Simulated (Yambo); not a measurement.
**SrNiF$_{6}$: sweep of GW parameters**

G0W0@LDA for SrNiF6 (space group R-3m, No. 166) in Yambo. Reference settings: 2×2×2 Γ-centred k mesh, bands 5 to 156 and a 7 Ry block in the screening, 156 bands in G with the Bruneval-Gonze terminator, plasmon pole fitted at 27.2 eV. The LDA gap F → Γ on this mesh is 1.14 eV; G0W0 gaps are taken between the same points.

```
change from the reference       G0W0 gap F → Γ (eV)  shift of the valence edge (eV)        rough Yambo cost
------------------------------  -------------------  ------------------------------  ----------------------
reference settings                             3.90                           -1.15                       1
71 bands in W, 71 bands in G                   3.97                           -1.12               about 1/3
106 bands in W, 106 bands in G                 3.91                           -1.13               about 1/2
106 bands in G                                 3.90                           -1.16                       –
71 bands in G                                  3.90                           -1.17                       –
83 bands in W                                  3.91                           -1.11               about 1/3
2 Ry block                                     5.35                           -2.54  within a factor of two
6 Ry block                                     3.95                           -1.20  within a factor of two
3 Ry block                                     4.75                           -1.88  within a factor of two
pole fitted at 15 eV                           3.76                           -1.09                       –
no random integration                          3.80                           -0.87                       –
71 bands in G, no terminator                   3.95                           -0.70                       –
no terminator                                  3.91                           -0.93                       –
106 bands in G, no terminator                  3.93                           -0.83                       –
```

The reference isn't shown to be the converged limit. Costs are rough (shared machines), scaled to the same edge states, and given only for runs that recompute the screening.

The 3d shell has no Hubbard U; the runs are without spin polarisation, and magnetic order was not tried.

Geometry of the Materials Project entry, not relaxed at this level; primitive cell a = 4.656 Å, b = 4.656 Å, c = 4.656 Å, α = 99.44°, β = 99.44°, γ = 99.44°.

A shift is the quasiparticle energy of the state minus its LDA energy.
